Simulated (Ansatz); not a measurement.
Level of theory: DFT PBE, scalar-relativistic, plane waves, PAW (Ansatz 0.2.0). Cutoff 420 eV, Γ-centred meshes of about 0.25 Å⁻¹ or finer for metals and 0.3 Å⁻¹ for insulators (2π included), Gaussian smearing. No spin polarisation.

Temperature and zero-point effects are left out.

Two relaxed structures of BeCdS4:

A.

```
CELL_PARAMETERS angstrom
3.70638 -3.64936 0.00000
3.70638 3.64936 0.00000
-2.25313 0.00000 4.61799
ATOMIC_POSITIONS crystal
Be 0.62908 0.37092 0.00000
Cd 0.97730 0.02269 0.50000
S 0.03052 0.42792 0.31227
S 0.27449 0.23103 0.05029
S 0.76897 0.72551 0.94971
S 0.57208 0.96948 0.68773
```

B.

```
CELL_PARAMETERS angstrom
2.52099 -4.21187 0.00000
2.52099 4.21187 0.00000
0.00000 0.00000 6.44281
ATOMIC_POSITIONS crystal
Be 0.50000 0.50000 0.50000
Cd 0.00000 0.00000 0.00000
S 0.81691 0.55697 0.73765
S 0.18309 0.44303 0.73765
S 0.44303 0.18309 0.26235
S 0.55697 0.81691 0.26235
```

Question: Which is lower in energy, and by how much?

Answer: A is lower, by 30 meV/atom. A has space group C2 (No. 5), 20.8 Å³/atom and a gap of 1.26 eV on its mesh; B has space group C222 (No. 21), 22.8 Å³/atom and a gap of 0.74 eV. Counting S atoms around Be and Cd (those within 1.25 times the shortest such distance or 1.15 times the sum of covalent radii, 1.27 where that leaves under three; a plus sign parts nearer from farther groups), A has Be 4, Cd 4+2 and B has Be 4, Cd 4. A and B both hold S–S pairs. The denser one is the lower, and pressure would at first widen the difference. In A, Be is surrounded by 4 S at 2.11–2.16 Å; Cd is surrounded by 4 S at 2.63–2.64 Å and 2 S at 2.98 Å; S on its first site has 1 S at 2.15 Å, 1 Be at 2.16 Å, 1 Cd at 2.63 Å, 1 S at 2.81 Å and 1 Cd at 2.98 Å; 1 more site not described. In B, Be has 4 S at 2.11 Å; around Cd lie 4 S at 2.56 Å; S is surrounded by 1 Be at 2.11 Å, 1 S at 2.12 Å and 1 Cd at 2.56 Å. Both come from trial cells of a structure search, whose lowest cell (P2_1, 19.0 Å³/atom) lies 44 meV/atom below the lower of the two.

Kohn–Sham gaps at this level usually fall short of measured ones. With atoms moved at random, A came back. B had no clear such test and can be a saddle point. Some candidate types were left out of the draw beforehand, so a known form may be missing.
